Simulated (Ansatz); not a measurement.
Total density of states per atom from DFT-r²SCAN in the program Ansatz with PAW potentials, in 0.25 eV bins, energy from the valence-band maximum:

```
E (eV) | states/eV/atom
    -5.30 |  0.00
    -5.05 | #### 0.17
    -4.80 | ############ 0.61
    -4.55 | ########## 0.47
    -4.30 | ############## 0.70
    -4.05 | ############## 0.70
    -3.80 | ############ 0.58
    -3.55 | ########### 0.54
    -3.30 | ############## 0.69
    -3.05 | ############# 0.63
    -2.80 | ############ 0.57
    -2.55 | ############# 0.61
    -2.30 | ############# 0.64
    -2.05 | ############## 0.66
    -1.80 | ############# 0.64
    -1.55 | ############## 0.69
    -1.30 | ############# 0.64
    -1.05 | ################# 0.81
    -0.80 | ################### 0.95
    -0.55 | ######################## 1.18
    -0.30 | ############################## 1.46
    -0.05 | ######### 0.43
     0.20 |  0.00
     0.45 |  0.00
     0.70 |  0.00
     0.95 |  0.00
     1.20 |  0.00
     1.45 |  0.00
     1.70 |  0.00
     1.95 |  0.00
     2.20 |  0.00
     2.45 |  0.00
     2.70 |  0.00
     2.95 |  0.01
     3.20 | ### 0.17
     3.45 | #### 0.21
     3.70 | ##### 0.27
     3.95 | ####### 0.35
     4.20 | ############## 0.66
     4.45 | ###### 0.31
     4.70 | #################### 0.97
     4.95 | ###### 0.28
     5.20 | ########## 0.49
     5.45 | ############ 0.59
     5.70 | ######### 0.43
     5.95 | # 0.05
     6.20 |  0.00
     6.45 |  0.00
     6.70 |  0.00
     6.95 |  0.00
     7.20 |  0.00
     7.45 |  0.00
     7.70 |  0.00
```

Problem. Which of these materials gives this?
(A) LiNbO3, R-3c (Li on 6a, Nb on 6b, O on 18e)
(B) FeO, rock salt
(C) LiRh3, Imm2 (Li on 2a, Rh on 4d, Rh on 2b)
(D) Li2S, anti-fluorite

Solution. A, LiNbO3, R-3c (Li on 6a, Nb on 6b, O on 18e). Top 1 eV of the valence band: O 2p 95 %. Bottom 1 eV of the conduction band: Nb 4d 85 %, O 2p 13 %. Projections are on Löwdin-orthogonalised atomic valence shells; empty p or d shells of many metals are not among them.

The workflow started from a Materials Project entry (that database holds measured and hypothetical structures alike); the Crystallography Open Database files this formula in space group No. 167, but the cells were not matched. It is not the phase usual at ambient conditions (space group No. 161). Symmetry was held in the r²SCAN relaxation; its stability against distortions is not shown here. The run is not spin-polarised. Scalar-relativistic: spin–orbit coupling is off unless named, which matters more the heavier the elements.

Potentials: the later of the program's two PAW sets.
